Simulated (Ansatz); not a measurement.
Ansatz input

```yaml
crystal:
  lattice:
    - [0.0, 2.3240072913, 2.3240072913]
    - [2.3240072913, 0.0, 2.3240072913]
    - [2.3240072913, 2.3240072913, 0.0]
  atoms:
    - { symbol: Co, position: [0.125, 0.125, 0.125], spin: -0.337 }
    - { symbol: Co, position: [0.875, 0.875, 0.875], spin: -0.337 }
hamiltonian:
  xc: pbesol
  pseudopotentials:
    kind: paw
    azcp:
      Co: "pseudopotentials/Co.paw.azcp"
basis:
  ecutwfc: 420
  fft_grid_basis: typed
kpoints:
  mp_grid: { grid: [13, 13, 13], shift: [0, 0, 0] }
magnetization:
  spin_polarized: true
scf:
  occupations: { method: fermi_dirac, width: 0.05 }
  lower_state_search: "off"
output:
  stress: true
```

Output

```
Warning: the record states the generating functional pbe (its physics header spells it `PBE`), which answers neither for hamiltonian.xc's functional nor for the pbesol family's — results may be inconsistent (PPs are generated against a specific XC)
Engine: ansatz 0.2.0, x86_64-unknown-linux-gnu
Pseudopotentials: kind: paw
Pseudopotential: Co, paw, valence charge 17, recommended cutoff 420 eV (normal) 
Functional definition: PBEsol
  exchange = pbesol_x
  correlation = pbesol_c
Crystal: 2 atoms, lattice volume = 25.104 Å³
Basis set: ecut = 420 eV, 531 PW (Γ)
Bands: 22, of which v1, the nominal top of the filled ones, is band 17 counted from 1 (16 counted from 0)
Symmetry: 48 space group operations
Space group: Fd-3m (ITA 227), of the structure as read, at distance tolerance 2.9e-5 Å
Magnetic group: BNS 227.128 (UNI 1630), of the structure as read, at distance tolerance 2.9e-5 Å
k-points: 84 of 2197
Non-local potential: Co, projectors of the file, l = 0: 3, l = 1: 2, l = 2: 3, l = 3: 1
PAW form: soft (Blöchl's): semilocal exchange-correlation on the pseudo side does not see the compensation charge
PAW frozen core: Co, regenerated for the run's functional, and the local potential with it (the file was generated under x = pbe(κ = 0.804, μ = 0.2195149727645171), c = pbe(β = 0.06672455060314922))
PAW one-centre angular grid: Co, 590 points (default); XC on 64 Gauss nodes
Initial density: superposition of atomic densities (chi_scale 0.1, normalization cell)
Starting moments: Σ|m| = 0.674 μB on 2 of 2 sites
Initial wavefunctions: pseudopotential atomic-orbital guess
Functional: x = pbesol(κ = 0.804, μ = 0.12345679012345678), c = pbesol(β = 0.046)
iter 1 solved again at ethr=2.01e-3 eV; its pass at ethr=3.10e-3 eV (dr2=6.84e-1 eV) is discarded
SCF iter   1: F=—  HF=-10183.066077 eV  |F-HF|=—  |Δ(HF+E_count)|=         —  Δρ=2.78e-2 (↑2.78e-2 ↓2.35e-2)  dr2=6.88e-1  dr2_m=4.94e-3  M=-0.533 μB ∫|m|=0.533 μB  β_m=0.30  ethr=2.01e-3  ⟨swp⟩=1.0  Hψ=19524  notcnv=0
spin=Collinear: Kerker preconditioning applied to the charge; magnetization (m = ρ↑ − ρ↓) channel mixes plain (no charge-response kernel on spin).
SCF iter   2: F=—  HF=-10182.998743 eV  |F-HF|=—  |Δ(HF+E_count)|=   6.73e-2  Δρ=2.08e-2 (↑2.08e-2 ↓1.83e-2)  dr2=3.73e-1  dr2_m=5.02e-3  M=-0.504 μB ∫|m|=0.505 μB  β_m=0.30  ethr=2.01e-3  ⟨swp⟩=2.0  Hψ=4338  notcnv=0
SCF iter   3: F=—  HF=-10182.906195 eV  |F-HF|=—  |Δ(HF+E_count)|=   9.25e-2  Δρ=9.71e-3 (↑9.71e-3 ↓9.04e-3)  dr2=7.52e-2  dr2_m=5.65e-3  M=-0.475 μB ∫|m|=0.477 μB  β_m=0.30  ethr=1.10e-3  ⟨swp⟩=2.0  Hψ=4764  notcnv=0
SCF iter   4: F=—  HF=-10182.867538 eV  |F-HF|=—  |Δ(HF+E_count)|=   3.87e-2  Δρ=6.16e-3 (↑5.79e-3 ↓6.16e-3)  dr2=5.87e-3  dr2_m=5.56e-3  M=-0.451 μB ∫|m|=0.455 μB  β_m=0.30  ethr=2.21e-4  ⟨swp⟩=2.7  Hψ=6801  notcnv=0
SCF iter   5: F=—  HF=-10182.875319 eV  |F-HF|=—  |Δ(HF+E_count)|=   7.78e-3  Δρ=6.76e-3 (↑3.55e-3 ↓6.76e-3)  dr2=2.72e-3  dr2_m=5.31e-3  M=-0.431 μB ∫|m|=0.437 μB  β_m=0.30  ethr=1.73e-5  ⟨swp⟩=2.0  Hψ=7469  notcnv=0
...
iter 23 did not close the SCF: its close was put off for a magnetic moment that had not settled (scf_convergence_deferred on its scf_iter line)
SCF iter  23: F=-10182.882020 eV  HF=-10182.882020 eV  |F-HF|=3.67e-9  |Δ(HF+E_count)|=   4.62e-7  Δρ=8.71e-6 (↑8.71e-6 ↓6.57e-6)  dr2=1.76e-8  dr2_m=6.55e-9  M=0.000 μB ∫|m|=0.000 μB  β_m=0.98  ethr=2.94e-10  ⟨swp⟩=3.0  Hψ=16060  notcnv=0
iter 24 did not close the SCF: its close was put off for a magnetic moment that had not settled (scf_convergence_deferred on its scf_iter line)
SCF iter  24: F=-10182.882020 eV  HF=-10182.882020 eV  |F-HF|=3.55e-10  |Δ(HF+E_count)|=   7.77e-9  Δρ=2.45e-6 (↑2.45e-6 ↓7.31e-7)  dr2=6.48e-10  dr2_m=4.31e-10  M=-0.000 μB ∫|m|=0.000 μB  β_m=0.99  ethr=5.19e-11  ⟨swp⟩=1.7  Hψ=11120  notcnv=0
SCF iter  25: F=-10182.882020 eV  HF=-10182.882020 eV  |F-HF|=1.54e-9  |Δ(HF+E_count)|=   1.55e-9  Δρ=1.84e-6 (↑1.54e-6 ↓1.84e-6)  dr2=1.52e-9  dr2_m=9.77e-12  M=0.000 μB ∫|m|=0.000 μB  ethr=1.91e-12  ⟨swp⟩=1.4  Hψ=11173  notcnv=0
WARN: the starting moments were not kept: the SCF closed with an absolute magnetisation of 1.7e-5 μB, where they sum to 0.674 μB in size (2 sites). That is at most 0.1 of that sum. Measured as dr2_m measures the in/out step, that magnetisation stands 4.2e-10 eV from none, at or under the dr2_threshold of 1.0e-7 eV: it is no larger than a step whose dr2_m would equal this threshold. The system may hold no moment; this SCF shows only that its start led to no more than that. To try another start: raise the starting moments (crystal.atoms[].spin, magnetization.per_species, magnetization.initial_magnetization, or on a non-collinear deck that types none of these the spinor_matrix: blocks that start its atoms; where the total moment is fixed, keep their sum and leave initial_magnetization as it is; typed ones take the place of any that the run laid by itself, positive ones on a crystal's lanthanoids without a Hubbard term where scf.initial_density.shell_occupations: [] is typed) or, if the notice of its spin-set hold's release reads "site moments contracting" or "site moments show no strong build", lengthen the hold (scf.mixing.spin_hold: { on: { confirm: 4 } }; for m-r²SCAN on two components see the key's manual first). Each may lead to a state that holds a moment. A second SCF, from the converged charge density, with the starting moments and any scf.initial_density.shell_occupations laid on it anew, would have followed, and was not run: the deck does not ask for one (magnetization.retry_lost_moments is false, the default). To let it run, set magnetization.retry_lost_moments: true and run the deck again, where that key's refused combinations let it; where memory then withholds it, that run's warning says so.
SCF 1 converged in 25 iterations: F = -10182.882020 eV  dr2 = 1.52e-9
SCF converged after 25 iterations
Magnetization: 0.0000 μB (17.0000 up, 17.0000 down)
Absolute magnetization: 0.0000 μB (∫|ρ↑−ρ↓|, with the PAW one-centre terms)
Spin contamination: 0.0000 ħ² per cell (⟨S²⟩ above its minimum at these occupations)
Per-site moments (μB) at R_I (Å): [(8.297737968551304e-6, 0.8302178580490004), (8.297737968457715e-6, 0.8302178580490004)]
Free energy (F): -10182.882020 eV
Harris-Foulkes:  -10182.882020 eV  (|F-HF|=1.54e-9)
Internal energy: -10182.853020 eV  (E = F + TS)
E sigma→0 (E₀):  -10182.867520 eV
Entropy (-TS):   -0.029000 eV (-14.500 meV/atom)
Fermi energy:    15.535533 eV
--- Per-component energies (eV) ---
  E_band       = -609.478186
  E_kinetic    = 921.466833
  E_local      = -6773.822947  (includes V_loc(G=0)·N_el)
  E_nonlocal   = 919.850292
  E_hartree    = 2864.051454
  E_xc         = -316.588758
  E_vxc        = -410.525453  (∫ρ·V_xc dr)
  E_paw        = -2975.235823  (= ΣΔE_a)
  E_vpaw       = -994.545770  (= ΣTr[D̂ρ^β])
  E_aug_tail   = 0.000144  (compensation charges beyond the density's cutoff)
  E_ewald      = -4822.951053
  E_core_change = 0.376838  (= ΣΔE_core)
  E_smearing   = -0.029000  (= −TS)
  E_closure    = 0.000000  (closes the sum)
  Σ components = -10182.882020   (vs F -10182.882020, Δ=0.00e0)
--- Stress (GPa, compression-positive) ---
       25.021448       0.000000      -0.000000
        0.000000      25.021448      -0.000000
       -0.000000       0.000000      25.021448
  P = ⅓ Tr σ = 25.0214 GPa (250.214 kbar)
```
